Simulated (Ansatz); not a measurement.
Ga2Pt (fluorite type, space group Fm-3m)

```xyz
3
Lattice="0.0000 2.9674 2.9674 2.9674 0.0000 2.9674 2.9674 2.9674 0.0000" Properties=species:S:1:pos:R:3 pbc="T T T"
Ga     4.4512     4.4512     4.4512
Ga     1.4837     1.4837     1.4837
Pt     0.0000     0.0000     0.0000
```

This relaxed cell (volume V₀) is scaled evenly in all directions, its shape held. Symmetry pins the atoms to their sites.

Calculation: r2SCAN (plane waves to 500 eV, PAW, scalar-relativistic; Ansatz, an electronic-structure program). k mesh 14×14×14 (Γ-centred), Fermi-Dirac smearing 0.05 eV. The energy includes the smearing's −TS. Stress and pressure are positive under compression. Ga2Pt is run without spin polarisation. Ga2Pt was relaxed with its symmetry unable to fall. Spin-orbit coupling is left out, though Pt is heavy. This is a high-temperature form of Ga2Pt. The zero of ΔE is the relaxed starting cell.

The scan covers V/V₀ from 0.900 to 1.100 in 13 points.

Q: What is ΔE at V/V₀ = 1.100?

A: 60 meV/atom.

Q: What pressure does the cell carry at V/V₀ = 0.900?

A: 18.4 GPa.

Q: What is ΔE at V/V₀ = 0.900?

A: 90 meV/atom.

(Under strain, the slope of the energy per volume gives the stress and its curvature an elastic modulus.)
